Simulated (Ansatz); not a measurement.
Relaxed-ion elastic tensor of Ir (hcp (Mg type), space group No. 194) in GPa (Voigt order), the program Ansatz at the PBEsol level (PAW); density 22.62 g/cm³, 14.11 Å³ per atom.

```
657  220  259  0.0  0.0  0.0
220  657  259  0.0  0.0  0.0
259  259  657  0.0  0.0  0.0
0.0  0.0  0.0  104  0.0  0.0
0.0  0.0  0.0  0.0  104  0.0
0.0  0.0  0.0  0.0  0.0  218
```

Q: Is the crystal mechanically stable?

A: Yes: the smallest eigenvalue of C is 104 GPa.

Q: Work out the Voigt, Reuss and Hill averages.

A: K_V = 383, K_R = 383, K_H = 383; G_V = 168, G_R = 149, G_H = 158 GPa.

Q: Give Young's modulus, Poisson's ratio, Pugh's ratio and the universal anisotropy index.

A: E = 9KG/(3K + G) = 417 GPa; ν = 0.32; K/G = 2.42 (ductile by the Pugh limit of 1.75); A_U = 5G_V/G_R + K_V/K_R − 6 = 0.62.

Q: Estimate the sound speeds and the Debye temperature.

A: v_l = √((K + 4G/3)/ρ) = 5130 m/s, v_t = √(G/ρ) = 2650 m/s, mean 2960 m/s; Θ = (h/k)(3n/4πV)^(1/3) v_m = 365 K.

Q: How much does each axis shrink under pressure?

A: Linear compressibilities β_i = Σ_j S_ij (j = 1 to 3): x 0.90, y 0.90, z 0.81 per TPa.

Space group P6_3/mmc (hcp (Mg type)). The first step of the workflow began from a Materials Project structure, measured or hypothetical; the Crystallography Open Database copy checked does not list it. It is not the phase usual at ambient conditions (space group No. 225). Symmetry was held in the PBEsol relaxation; of distortions, only those at the zone centre were tested. The run is not spin-polarised. As this level gives no gap, shear constants depend on the k-mesh and smearing (Fermi–Dirac, 0.1 eV here). On the denser mesh and wider smearing of the elastic run this cell carries a stress of 0.8 GPa. Scalar-relativistic: spin–orbit coupling is off unless named, which matters more the heavier the elements.

Potentials: the later of the program's two PAW sets.
